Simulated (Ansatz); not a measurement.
LaAu2 in space group Imma (No. 74; La on 4e, Au on 8h), DFT-PBE in the program Ansatz with PAW potentials, all energies at zero smearing, with the estimated change up to a 700 eV cutoff added, with one set of potentials and settings (totals compare only within such a set). Cell of 6 atoms (2 La, 4 Au): -65102.428 eV.

| element | reference phase | E (eV/atom) |
|---|---|---|
| La | P6_3/mmc, 4 atoms in the cell | -6250.0953 |
| Au | Fm-3m, 1 atoms in the cell | -13149.3277 |

Formation energy per atom, worked out: (-65102.428 − 2×(-6250.0953) − 4×(-13149.3277))/6 = -0.821 eV/atom (-79 kJ per mol of atoms), at 0 K, without zero-point energy or fitted corrections.

The first step of the workflow began from a Materials Project structure, measured or hypothetical; the Crystallography Open Database copy checked does not list it. Its standing as an ambient phase is unchecked. Symmetry was held in the PBE relaxation; whether a distortion lowers the energy is not shown. The references are the lowest solids computed at this level, not always the standard phases. Spin–orbit coupling is left out wherever it is not named.

Potentials: the later of the program's two PAW sets.
